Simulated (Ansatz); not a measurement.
The following input was run with Ansatz 0.2.0.

```yaml
crystal:
  lattice:
    - [3.060358149, 0.0, 0.0]
    - [-1.5301790745, 2.6503479017, 0.0]
    - [0.0, 0.0, 29.8750878602]
  atoms:
    - { symbol: C, position: [0.3333333333, 0.6666666667, 0.2845179917] }
    - { symbol: Ti, position: [0.6666666667, 0.3333333333, 0.32633832] }
    - { symbol: C, position: [0.0, 0.0, 0.3681586483] }
    - { symbol: Ti, position: [0.3333333333, 0.6666666667, 0.4099789767] }
    - { symbol: C, position: [0.6666666667, 0.3333333333, 0.4516745362] }
    - { symbol: Ti, position: [0.0, 0.0, 0.4934791408] }
    - { symbol: C, position: [0.3333333333, 0.6666666667, 0.5350272511] }
    - { symbol: Ti, position: [0.6666666667, 0.3333333333, 0.5773671253] }
    - { symbol: C, position: [0.0, 0.0, 0.6136427122] }
    - { symbol: O, position: [0.3333333333, 0.6666666667, 0.6250234319] }
    - { symbol: H, position: [0.4387643028, 0.8129058318, 0.6544794122] }
basis:
  ecutwfc: 500
kpoints:
  mp_grid: { grid: [12, 12, 1] }
hamiltonian:
  xc: r2scan
scf:
  occupations: { method: gaussian, width: 0.1 }
output:
  forces: true
  eigenvalues: true
  write_density: true
  write_potential: true
  elf: true
  volumetric_format: npy
relax:
  adjacent_minimum: "off"
  f_tol: 0.03
  max_steps: 70
  constraints: [{ sites: [0, 1, 2, 3] }]
efield:
  axis: 3
  dipole_correction: true
  ramp_width: 0.04
```

Command:
```bash
ansatz run input.yaml --threads 4 --pin off --max-ram 10240MiB --backend cpu --events-out ev --progress --plain --runs-dir out
```

All numbers below come from Ansatz, DFT r2SCAN, scalar-relativistic, plane waves, PAW.

Abridged output:

```
Pseudopotentials: kind: paw
Pseudopotential: C, paw, valence charge 4, recommended cutoff 500 eV (meta_gga)
Pseudopotential: Ti, paw, valence charge 12, recommended cutoff 500 eV (meta_gga)
Pseudopotential: O, paw, valence charge 6, recommended cutoff 500 eV (meta_gga)
Pseudopotential: H, paw, valence charge 1, recommended cutoff 500 eV (meta_gga)
Functional definition: r2SCAN
Crystal: 11 atoms, lattice volume = 242.317 Å³
Basis set: ecut = 500 eV, 6229 PW (Γ), exchange–correlation on 96×96×900 points (64 copies of the dense FFT grid, shifted against one another)
Bands: 49, of which v1, the nominal top of the filled ones, is band 38 counted from 1 (37 counted from 0)
Symmetry: 1 space group operations
Space group: P1 (ITA 1), of the structure as read, at distance tolerance 6.2e-5 Å
k-points: 74 of 144 (time reversal used)
Initial density: superposition of atomic densities (neutral atoms: chi_scale 0, normalization atom), corrected by the library's trained network
Initial wavefunctions: pseudopotential atomic-orbital guess
Functional: x = r2scan, c = r2scan; τ floored in thin density (d = 2e-4 eV/Å³)
SCF iter   1: F=—  HF=-11855.151682 eV  |F-HF|=—  |Δ(HF+E_count)|=         —  Δρ=2.10e-2  dr2=1.84e1  dr2_τ=6.44e-1  ethr=1.77e-3  p=0.233 e·Å  D=1.74e-1 V/Å  ΔV_dip=-5.20 eV  dr2_dipole=7.81e0  V_vac-E_F(+/−)=1.41/6.60 eV  ⟨swp⟩=10.0  Hψ=19192  notcnv=0
efield: sawtooth ramp at fractional position 0.9495 (placed from the atoms, in the widest stretch of the axis that holds none; the zero of the levels goes with the place), width 0.0400; the density the first Hamiltonian is built on has a dipole p = 0.233 e·Å; the dipole correction subtracts the counter field D = 1.74e-1 V/Å, which shifts the + side's vacuum level by -5.20 eV against the − side's; the planar-averaged density in the ramp window peaks in size at 6.2e-6 e/Å³
SCF iter   2: F=—  HF=-11855.242898 eV  |F-HF|=—  |Δ(HF+E_count)|=   9.12e-2  Δρ=1.58e-2  dr2=2.20e0  dr2_τ=1.17e-1  ethr=1.77e-3  p=0.233 e·Å  D=1.74e-1 V/Å  ΔV_dip=-5.20 eV  dr2_dipole=5.03e-1  V_vac-E_F(+/−)=1.72/6.92 eV  ⟨swp⟩=3.1  Hψ=7544  notcnv=0  defer=379
SCF iter   3: F=—  HF=-11855.149691 eV  |F-HF|=—  |Δ(HF+E_count)|=   9.32e-2  Δρ=4.71e-3  dr2=1.40e-1  dr2_τ=1.20e-2  ethr=1.77e-3  p=0.229 e·Å  D=1.71e-1 V/Å  ΔV_dip=-5.10 eV  dr2_dipole=1.27e-2  V_vac-E_F(+/−)=1.72/6.82 eV  ⟨swp⟩=2.8  Hψ=5251  notcnv=0  defer=369
SCF iter   4: F=—  HF=-11855.133798 eV  |F-HF|=—  |Δ(HF+E_count)|=   1.59e-2  Δρ=1.35e-3  dr2=1.18e-2  dr2_τ=6.65e-4  ethr=1.87e-4  p=0.227 e·Å  D=1.70e-1 V/Å  ΔV_dip=-5.07 eV  dr2_dipole=5.14e-4  V_vac-E_F(+/−)=1.76/6.84 eV  ⟨swp⟩=2.2  Hψ=6048  notcnv=0  defer=343
SCF iter   5: F=—  HF=-11855.133881 eV  |F-HF|=—  |Δ(HF+E_count)|=   8.37e-5  Δρ=5.48e-4  dr2=2.32e-3  dr2_τ=1.15e-4  ethr=1.57e-5  p=0.225 e·Å  D=1.68e-1 V/Å  ΔV_dip=-5.02 eV  dr2_dipole=5.86e-4  V_vac-E_F(+/−)=1.84/6.86 eV  ⟨swp⟩=2.2  Hψ=4724  notcnv=0  defer=343
SCF iter   6: F=—  HF=-11855.134120 eV  |F-HF|=—  |Δ(HF+E_count)|=   2.38e-4  Δρ=1.88e-4  dr2=6.31e-4  dr2_τ=1.68e-5  ethr=3.10e-6  p=0.223 e·Å  D=1.66e-1 V/Å  ΔV_dip=-4.97 eV  dr2_dipole=3.54e-4  V_vac-E_F(+/−)=1.91/6.87 eV  ⟨swp⟩=2.2  Hψ=4479  notcnv=0  defer=343
SCF iter   7: F=—  HF=-11855.134180 eV  |F-HF|=—  |Δ(HF+E_count)|=   6.05e-5  Δρ=6.27e-5  dr2=6.57e-5  dr2_τ=1.94e-6  ethr=8.41e-7  p=0.220 e·Å  D=1.65e-1 V/Å  ΔV_dip=-4.92 eV  dr2_dipole=1.36e-5  V_vac-E_F(+/−)=1.97/6.88 eV  ⟨swp⟩=2.3  Hψ=4508  notcnv=0  defer=343
SCF iter   8: F=-11855.134181 eV  HF=-11855.134189 eV  |F-HF|=8.04e-6  |Δ(HF+E_count)|=   9.04e-6  Δρ=4.40e-5  dr2=1.40e-5  dr2_τ=7.55e-7  ethr=3.00e-8  p=0.219 e·Å  D=1.64e-1 V/Å  ΔV_dip=-4.89 eV  dr2_dipole=3.34e-6  V_vac-E_F(+/−)=2.00/6.89 eV  ⟨swp⟩=26.8  Hψ=44024  notcnv=0
SCF 1 converged in 8 iterations: F = -11855.134181 eV  dr2 = 1.40e-5
relax step   1: F+E_penalty+E_count = -11855.13418126 eV  Δ(F+E_penalty+E_count) = +0.000e0 eV  max|allowed force component| = 2.654e0 eV/Å  Δτ_max = 0.0000 Å  (8 SCF iters, dr2 threshold 2.25e-5 eV, accepted)
Initial density: handed on by an earlier stage of this run
Initial wavefunctions: those handed on with the density
SCF iter   1: F=—  HF=-11855.485023 eV  |F-HF|=—  |Δ(HF+E_count)|=         —  Δρ=1.32e-2  dr2=3.59e-1  dr2_τ=9.06e-1  ethr=4.70e-4  p=0.219 e·Å  D=1.64e-1 V/Å  ΔV_dip=-4.89 eV  dr2_dipole=6.20e-3  V_vac-E_F(+/−)=2.00/6.89 eV  ⟨swp⟩=1.3  Hψ=14379  notcnv=0  defer=214
efield: sawtooth ramp at fractional position 0.9495 (handed on by an earlier solve), width 0.0400; the density the first Hamiltonian is built on has a dipole p = 0.219 e·Å; the dipole correction subtracts the counter field D = 1.64e-1 V/Å, which shifts the + side's vacuum level by -4.89 eV against the − side's; the planar-averaged density in the ramp window peaks in size at 3.2e-6 e/Å³
SCF iter   2: F=—  HF=-11855.531458 eV  |F-HF|=—  |Δ(HF+E_count)|=   4.64e-2  Δρ=2.81e-3  dr2=8.22e-2  dr2_τ=2.83e-3  ethr=4.70e-4  p=0.206 e·Å  D=1.54e-1 V/Å  ΔV_dip=-4.60 eV  dr2_dipole=3.47e-2  V_vac-E_F(+/−)=2.28/6.88 eV  ⟨swp⟩=2.9  Hψ=5715  notcnv=0  defer=214
SCF iter   3: F=—  HF=-11855.523571 eV  |F-HF|=—  |Δ(HF+E_count)|=   7.89e-3  Δρ=1.06e-3  dr2=1.13e-2  dr2_τ=2.53e-4  ethr=1.10e-4  p=0.216 e·Å  D=1.61e-1 V/Å  ΔV_dip=-4.82 eV  dr2_dipole=5.49e-3  V_vac-E_F(+/−)=2.06/6.88 eV  ⟨swp⟩=2.0  Hψ=5646  notcnv=0  defer=274
SCF iter   4: F=—  HF=-11855.524201 eV  |F-HF|=—  |Δ(HF+E_count)|=   6.30e-4  Δρ=8.43e-4  dr2=3.12e-3  dr2_τ=2.57e-4  ethr=1.51e-5  p=0.218 e·Å  D=1.63e-1 V/Å  ΔV_dip=-4.86 eV  dr2_dipole=4.36e-6  V_vac-E_F(+/−)=2.02/6.88 eV  ⟨swp⟩=2.1  Hψ=5044  notcnv=0  defer=274
SCF iter   5: F=—  HF=-11855.523838 eV  |F-HF|=—  |Δ(HF+E_count)|=   3.63e-4  Δρ=1.13e-4  dr2=4.53e-5  dr2_τ=5.61e-6  ethr=4.16e-6  p=0.219 e·Å  D=1.63e-1 V/Å  ΔV_dip=-4.88 eV  dr2_dipole=3.31e-6  V_vac-E_F(+/−)=2.00/6.88 eV  ⟨swp⟩=2.1  Hψ=5094  notcnv=0  defer=278
SCF iter   6: F=-11855.523848 eV  HF=-11855.523849 eV  |F-HF|=9.27e-7  |Δ(HF+E_count)|=   1.14e-5  Δρ=4.37e-5  dr2=1.40e-5  dr2_τ=4.59e-7  ethr=6.04e-8  p=0.218 e·Å  D=1.63e-1 V/Å  ΔV_dip=-4.87 eV  dr2_dipole=1.16e-8  V_vac-E_F(+/−)=2.01/6.88 eV  ⟨swp⟩=26.1  Hψ=44275  notcnv=0
SCF 2 converged in 6 iterations: F = -11855.523848 eV  dr2 = 1.40e-5
relax step   2: F+E_penalty+E_count = -11855.52384829 eV  Δ(F+E_penalty+E_count) = -3.897e-1 eV  max|allowed force component| = 2.632e0 eV/Å  Δτ_max = 0.1933 Å  (6 SCF iters, dr2 threshold 1.00e-4 eV, accepted)
SCF iter   1: F=—  HF=-11855.793034 eV  |F-HF|=—  |Δ(HF+E_count)|=         —  Δρ=1.76e-2  dr2=7.95e-1  dr2_τ=1.75e0  ethr=1.04e-3  p=0.218 e·Å  D=1.63e-1 V/Å  ΔV_dip=-4.87 eV  dr2_dipole=8.97e-2  V_vac-E_F(+/−)=2.07/6.94 eV  ⟨swp⟩=1.4  Hψ=14783  notcnv=0  defer=184
efield: sawtooth ramp at fractional position 0.9495 (handed on by an earlier solve), width 0.0400; the density the first Hamiltonian is built on has a dipole p = 0.218 e·Å; the dipole correction subtracts the counter field D = 1.63e-1 V/Å, which shifts the + side's vacuum level by -4.87 eV against the − side's; the planar-averaged density in the ramp window peaks in size at 2.0e-6 e/Å³
   ...
SCF iter   3: F=—  HF=-11861.258253 eV  |F-HF|=—  |Δ(HF+E_count)|=   5.62e-5  Δρ=1.32e-4  dr2=4.13e-5  dr2_τ=2.84e-6  ethr=7.19e-7  p=0.148 e·Å  D=1.11e-1 V/Å  ΔV_dip=-3.31 eV  dr2_dipole=3.70e-6  V_vac-E_F(+/−)=3.56/6.86 eV  ⟨swp⟩=2.5  Hψ=5109  notcnv=0  defer=240
SCF iter   4: F=—  HF=-11861.258073 eV  |F-HF|=—  |Δ(HF+E_count)|=   1.81e-4  Δρ=5.40e-5  dr2=9.83e-6  dr2_τ=1.04e-6  ethr=5.51e-8  p=0.148 e·Å  D=1.11e-1 V/Å  ΔV_dip=-3.31 eV  dr2_dipole=3.14e-8  V_vac-E_F(+/−)=3.56/6.86 eV  ⟨swp⟩=2.7  Hψ=5312  notcnv=0  defer=240
SCF iter   5: F=—  HF=-11861.258071 eV  |F-HF|=—  |Δ(HF+E_count)|=   1.39e-6  Δρ=9.95e-6  dr2=2.99e-7  dr2_τ=8.65e-8  ethr=1.31e-8  p=0.148 e·Å  D=1.11e-1 V/Å  ΔV_dip=-3.31 eV  dr2_dipole=8.64e-9  V_vac-E_F(+/−)=3.56/6.86 eV  ⟨swp⟩=2.3  Hψ=4809  notcnv=0  defer=240
SCF iter   6: F=-11861.258071 eV  HF=-11861.258071 eV  |F-HF|=1.34e-8  |Δ(HF+E_count)|=   6.26e-8  Δρ=2.96e-6  dr2=2.11e-8  dr2_τ=1.39e-9  ethr=1.33e-10  p=0.148 e·Å  D=1.11e-1 V/Å  ΔV_dip=-3.31 eV  dr2_dipole=2.78e-9  V_vac-E_F(+/−)=3.56/6.86 eV  ⟨swp⟩=18.7  Hψ=30936  notcnv=0
SCF 20 converged in 6 iterations: F = -11861.258071 eV  dr2 = 2.11e-8
relax step  20: F+E_penalty+E_count = -11861.25807136 eV  Δ(F+E_penalty+E_count) = -3.058e-4 eV  max|allowed force component| = 6.535e-2 eV/Å  Δτ_max = 0.0482 Å  (6 SCF iters, accepted)
SCF iter   1: F=—  HF=-11861.257290 eV  |F-HF|=—  |Δ(HF+E_count)|=         —  Δρ=6.92e-4  dr2=4.63e-4  dr2_τ=3.93e-3  ethr=4.58e-6  p=0.148 e·Å  D=1.11e-1 V/Å  ΔV_dip=-3.31 eV  dr2_dipole=2.36e-5  V_vac-E_F(+/−)=3.56/6.86 eV  ⟨swp⟩=3.0  Hψ=7551  notcnv=0  defer=20
efield: sawtooth ramp at fractional position 0.9495 (handed on by an earlier solve), width 0.0400; the density the first Hamiltonian is built on has a dipole p = 0.148 e·Å; the dipole correction subtracts the counter field D = 1.11e-1 V/Å, which shifts the + side's vacuum level by -3.31 eV against the − side's; the planar-averaged density in the ramp window peaks in size at 2.7e-6 e/Å³
SCF iter   2: F=—  HF=-11861.258354 eV  |F-HF|=—  |Δ(HF+E_count)|=   1.06e-3  Δρ=1.55e-4  dr2=5.11e-5  dr2_τ=3.02e-6  ethr=6.17e-7  p=0.149 e·Å  D=1.11e-1 V/Å  ΔV_dip=-3.32 eV  dr2_dipole=8.77e-8  V_vac-E_F(+/−)=3.54/6.86 eV  ⟨swp⟩=2.6  Hψ=5893  notcnv=0  defer=18
SCF iter   3: F=—  HF=-11861.258168 eV  |F-HF|=—  |Δ(HF+E_count)|=   1.86e-4  Δρ=4.25e-5  dr2=4.73e-6  dr2_τ=4.60e-7  ethr=6.81e-8  p=0.148 e·Å  D=1.11e-1 V/Å  ΔV_dip=-3.31 eV  dr2_dipole=4.35e-11  V_vac-E_F(+/−)=3.55/6.86 eV  ⟨swp⟩=2.4  Hψ=5065  notcnv=0  defer=18
SCF iter   4: F=—  HF=-11861.258168 eV  |F-HF|=—  |Δ(HF+E_count)|=   1.70e-8  Δρ=1.22e-5  dr2=6.10e-7  dr2_τ=5.65e-8  ethr=6.30e-9  p=0.149 e·Å  D=1.11e-1 V/Å  ΔV_dip=-3.31 eV  dr2_dipole=2.40e-8  V_vac-E_F(+/−)=3.55/6.86 eV  ⟨swp⟩=2.7  Hψ=5152  notcnv=0  defer=18
SCF iter   5: F=-11861.258168 eV  HF=-11861.258168 eV  |F-HF|=2.73e-8  |Δ(HF+E_count)|=   3.65e-8  Δρ=3.57e-6  dr2=5.41e-8  dr2_τ=7.09e-9  ethr=1.33e-10  p=0.149 e·Å  D=1.11e-1 V/Å  ΔV_dip=-3.31 eV  dr2_dipole=2.77e-9  V_vac-E_F(+/−)=3.55/6.86 eV  ⟨swp⟩=16.9  Hψ=30423  notcnv=0
SCF 21 converged in 5 iterations: F = -11861.258168 eV  dr2 = 5.41e-8
  Residual-converged pass: ⟨swp⟩=1.0  Hψ=3922  notcnv=0  max |occ|·‖R‖ = 7.1e-9 eV (tolerance 1.0e-8 eV) dr2=5.41e-8  dr2_τ=7.09e-9  dr2_onsite=1.30e-9  max |Δocc| = 2.4e-11
relax step  21: F+E_penalty+E_count = -11861.25816815 eV  Δ(F+E_penalty+E_count) = -9.679e-5 eV  max|allowed force component| = 3.009e-2 eV/Å  Δτ_max = 0.0103 Å  (5 SCF iters, accepted)
SCF iter   1: F=—  HF=-11861.258166 eV  |F-HF|=—  |Δ(HF+E_count)|=         —  Δρ=4.85e-4  dr2=3.04e-4  dr2_τ=4.04e-4  ethr=3.61e-6  p=0.149 e·Å  D=1.11e-1 V/Å  ΔV_dip=-3.31 eV  dr2_dipole=1.89e-5  V_vac-E_F(+/−)=3.55/6.86 eV  ⟨swp⟩=3.0  Hψ=7203  notcnv=0  defer=6
efield: sawtooth ramp at fractional position 0.9495 (handed on by an earlier solve), width 0.0400; the density the first Hamiltonian is built on has a dipole p = 0.149 e·Å; the dipole correction subtracts the counter field D = 1.11e-1 V/Å, which shifts the + side's vacuum level by -3.31 eV against the − side's; the planar-averaged density in the ramp window peaks in size at 2.7e-6 e/Å³
SCF iter   2: F=—  HF=-11861.258381 eV  |F-HF|=—  |Δ(HF+E_count)|=   2.15e-4  Δρ=1.50e-4  dr2=4.00e-5  dr2_τ=1.95e-6  ethr=4.06e-7  p=0.149 e·Å  D=1.11e-1 V/Å  ΔV_dip=-3.32 eV  dr2_dipole=3.73e-7  V_vac-E_F(+/−)=3.55/6.86 eV  ⟨swp⟩=2.5  Hψ=5905  notcnv=0  defer=6
SCF iter   3: F=—  HF=-11861.258197 eV  |F-HF|=—  |Δ(HF+E_count)|=   1.85e-4  Δρ=2.97e-5  dr2=1.89e-6  dr2_τ=1.75e-7  ethr=5.33e-8  p=0.148 e·Å  D=1.11e-1 V/Å  ΔV_dip=-3.31 eV  dr2_dipole=3.58e-8  V_vac-E_F(+/−)=3.55/6.86 eV  ⟨swp⟩=2.3  Hψ=4963  notcnv=0  defer=6
SCF iter   4: F=—  HF=-11861.258197 eV  |F-HF|=—  |Δ(HF+E_count)|=   5.56e-7  Δρ=1.34e-5  dr2=6.43e-7  dr2_τ=6.03e-8  ethr=2.52e-9  p=0.148 e·Å  D=1.11e-1 V/Å  ΔV_dip=-3.31 eV  dr2_dipole=2.81e-8  V_vac-E_F(+/−)=3.55/6.86 eV  ⟨swp⟩=3.0  Hψ=6222  notcnv=0  defer=6
SCF iter   5: F=-11861.258197 eV  HF=-11861.258197 eV  |F-HF|=4.53e-10  |Δ(HF+E_count)|=   8.71e-8  Δρ=2.76e-6  dr2=1.77e-8  dr2_τ=2.77e-9  ethr=1.33e-10  p=0.148 e·Å  D=1.11e-1 V/Å  ΔV_dip=-3.31 eV  dr2_dipole=4.89e-10  V_vac-E_F(+/−)=3.55/6.86 eV  ⟨swp⟩=15.4  Hψ=30226  notcnv=0
SCF 22 converged in 5 iterations: F = -11861.258197 eV  dr2 = 1.77e-8
relax step  22: F+E_penalty+E_count = -11861.25819738 eV  Δ(F+E_penalty+E_count) = -2.922e-5 eV  max|allowed force component| = 1.685e-2 eV/Å  Δτ_max = 0.0088 Å  (5 SCF iters, accepted)
SCF iter   1: F=—  HF=-11861.258197 eV  |F-HF|=—  |Δ(HF+E_count)|=         —  Δρ=2.76e-6  dr2=1.77e-8  dr2_τ=2.78e-9  ethr=2.34e-11  p=0.148 e·Å  D=1.11e-1 V/Å  ΔV_dip=-3.31 eV  dr2_dipole=4.89e-10  V_vac-E_F(+/−)=3.55/6.86 eV  ⟨swp⟩=1.0  Hψ=10284  notcnv=0
efield: sawtooth ramp at fractional position 0.9495 (kept from the solve that this one continues, or follows in the run), width 0.0400; the density the first Hamiltonian is built on has a dipole p = 0.148 e·Å; the dipole correction subtracts the counter field D = 1.11e-1 V/Å, which shifts the + side's vacuum level by -3.31 eV against the − side's; the planar-averaged density in the ramp window peaks in size at 2.8e-6 e/Å³
SCF iter   2: F=-11861.258197 eV  HF=-11861.258197 eV  |F-HF|=1.52e-8  |Δ(HF+E_count)|=   1.19e-8  Δρ=2.38e-6  dr2=2.14e-8  dr2_τ=1.70e-9  ethr=2.34e-11  p=0.148 e·Å  D=1.11e-1 V/Å  ΔV_dip=-3.31 eV  dr2_dipole=5.13e-10  V_vac-E_F(+/−)=3.55/6.86 eV  ⟨swp⟩=11.0  Hψ=24436  notcnv=0
SCF 23 converged in 2 iterations: F = -11861.258197 eV  dr2 = 2.14e-8
WARN: The output density's exchange-correlation potential varies sharply where the density is thin. Do not read a vacuum level from v_tot or v_xc, or from such a field of the output density. On a cell that repeats whose density bears no net charge and no dipole along the vacuum's axis use v_es (v_loc + v_h of the components); under efield.dipole_correction with no amplitude use v_es + v_field, which holds any external_charges[].barrier, or the levels of the report's work_function block, which leave it out; under a non-zero efield.amplitude the vacuum is tilted and has no level; on a cell that repeats and bears such a dipole with no correction it is tilted too, and efield.dipole_correction wi ...
SCF converged after 2 iterations
Free energy (F): -11861.258197 eV
Harris-Foulkes:  -11861.258197 eV  (|F-HF|=1.52e-8)
Internal energy: -11861.238291 eV  (E = F + TS)
E sigma→0 (E₀):  -11861.248244 eV
Entropy (-TS):   -0.019906 eV (-1.810 meV/atom)
Fermi energy:    2.445660 eV
Dipole field:    D = 0.110824 V/Å  (p = 0.148407 e·Å, saw-weighted, corrected)
Work function:   Φ+ = 3.5522 eV   Φ− = 6.8630 eV
Levels:          The Fermi level and band energies are counted from a zero that moves with the ramp; work functions are not
--- Per-component energies (eV) ---
  E_band       = -1373.047073
  E_kinetic    = 1715.702904
  E_local      = -115645.587874  (includes V_loc(G=0)·N_el)
  E_nonlocal   = 202.423414
  E_hartree    = 57026.248624
  E_xc         = -691.323603
  E_vxc        = -977.398906  (∫ρ·V_xc dr)
  E_paw        = -4885.138194  (= ΣΔE_a)
  E_vpaw       = -781.837720  (= ΣTr[D̂ρ^β])
  E_aug_tail   = 0.001004  (compensation charges beyond the density's cutoff)
  E_vtau       = 61.726068  (kinetic-family band-sum trace: ∫τ·v_τ [+ j·A + Jᵃ·Aᵃ] dr)
  E_efield     = 0.008223  (sawtooth field / dipole correction)
  E_vefield    = -0.565961  (∫n·V_field dr)
  E_ewald      = 50417.596849
  E_core_change = -1.169638  (= ΣΔE_core)
  E_smearing   = -0.019906  (= −TS)
--- Forces (eV/Å), atoms counted from 1 ---
  atom   1  C      0.00017949     0.01293118     1.08568659
  atom   2  Ti    -0.00017279    -0.01923134    -0.85747716
  atom   3  C     -0.00043331    -0.01547404    -0.39897808
  atom   4  Ti    -0.00273114     0.02220731     0.17203455
  atom   5  C     -0.00236156     0.00246530     0.00016254
  atom   6  Ti     0.00480605    -0.00443937    -0.00392692
  atom   7  C     -0.00427115     0.00349206     0.00217484
  atom   8  Ti     0.00677998    -0.00360747    -0.00404001
  atom   9  C      0.00476605    -0.00383404    -0.01339995
  atom  10  O     -0.00758922     0.00523673     0.01679653
  atom  11  H      0.00100915     0.00022812     0.00109206
--- Band table (eV; the first three rows and the last of 74) ---
  k-point 0: bands = ["-56.6509", "-56.6067", "-56.3980", "-56.1848", "-32.0625", "-31.8182", "-31.6707", "-31.6693", "-31.6431", "-31.6411", "-31.5318", "-31.4812", "-31.4729", "-31.3777", "-31.2450", "-31.2449", "-22.4860", "-10.7395", "-10.4396", "-9.6999", "-8.6044", "-7.4416", "-5.6472", "-4.1076", "-2.8735", "-2.8200", "-1.1265", "-0.5715", "-0.5565", "0.2247", "0.2378", "0.6804", "1.3935", "1.4222", "2.4037", "2.8901", "2.9583", "3.3737", "3.6151", "3.8789", "4.0467", "4.1324", "4.4577", "4.6840", "5.0076", "5.0831", "5.1273", "5.3486", "5.4230"]
  k-point 1: bands = ["-56.6469", "-56.6038", "-56.3948", "-56.1814", "-32.0527", "-31.8200", "-31.6920", "-31.6791", "-31.6699", "-31.6470", "-31.5340", "-31.4908", "-31.4866", "-31.3739", "-31.2714", "-31.2508", "-22.4567", "-10.6349", "-10.3659", "-9.6091", "-8.5466", "-7.4366", "-5.7330", "-4.1314", "-2.9092", "-2.7481", "-1.1834", "-0.5359", "-0.5174", "0.0189", "0.2524", "0.6992", "1.1440", "1.3607", "2.0696", "2.6172", "2.8613", "3.0806", "3.2769", "3.7720", "4.1949", "4.2492", "4.6422", "4.7098", "4.9658", "5.3060", "5.3142", "5.4558", "5.5307"]
  k-point 2: bands = ["-56.6359", "-56.5961", "-56.3860", "-56.1722", "-32.0264", "-31.8407", "-31.7514", "-31.7298", "-31.7007", "-31.6588", "-31.5805", "-31.5021", "-31.5012", "-31.3661", "-31.3406", "-31.2667", "-22.3754", "-10.4469", "-10.0759", "-9.3407", "-8.3978", "-7.4152", "-5.9691", "-4.1602", "-3.0059", "-2.5275", "-1.3508", "-0.5073", "-0.4386", "-0.3913", "0.2977", "0.3510", "0.7517", "1.2321", "1.3246", "2.0662", "2.6100", "2.6480", "3.2241", "3.3847", "4.1296", "4.1982", "4.7141", "4.9115", "5.3202", "5.3408", "5.4349", "5.7761", "6.0619"]
  k-point 73: bands = ["-56.5880", "-56.5665", "-56.3501", "-56.1341", "-32.1059", "-32.0485", "-31.9203", "-31.8160", "-31.7807", "-31.7397", "-31.7126", "-31.6136", "-31.5653", "-31.4846", "-31.3310", "-31.3239", "-22.0889", "-10.0591", "-8.4993", "-8.1109", "-7.6574", "-6.7061", "-6.1143", "-4.5212", "-3.6955", "-3.2482", "-2.2984", "-1.5398", "-0.8747", "-0.7729", "-0.5832", "-0.4077", "0.1085", "0.4197", "0.9504", "1.0500", "1.3499", "2.6721", "2.7181", "3.2472", "3.8972", "4.7475", "5.3301", "5.5186", "5.7214", "5.8286", "6.0873", "6.2337", "6.3450"]
--- Relaxed structure (22 steps of the walk, 22 accepted, 0 SCFs on fresh bases) ---
  F+E_penalty+E_count = -11861.25819738 eV   max|allowed force component| = 1.685e-2 eV/Å
  atoms:
    - { symbol: C, position: [0.3333333333, 0.66666666, 0.2845179917] }
    - { symbol: Ti, position: [0.66666666, 0.3333333333, 0.32633832] }
    - { symbol: C, position: [0.0, 0.0, 0.36815864] }
    - { symbol: Ti, position: [0.3333333333, 0.66666666, 0.4099789767] }
    - { symbol: C, position: [0.66583522, 0.33194175, 0.45159261] }
    - { symbol: Ti, position: [0.00139490, 0.00356160, 0.49276028] }
    - { symbol: C, position: [0.32999455, 0.66069571, 0.53605686] }
    - { symbol: Ti, position: [0.66975120, 0.34060732, 0.57484339] }
    - { symbol: C, position: [-0.05133232, -0.10171585, 0.62372587] }
    - { symbol: O, position: [-0.02540593, 0.94843734, 0.66801913] }
    - { symbol: H, position: [0.15152594, 1.30307951, 0.67693651] }
```

The relaxation met its thresholds.

The run took 15 min on 4 threads of Intel(R) Xeon(R) Platinum 8488C (Sapphire Rapids), with other jobs on the host, peak memory 2 GiB.

Spin polarisation was left out, and a magnetic state may lie lower.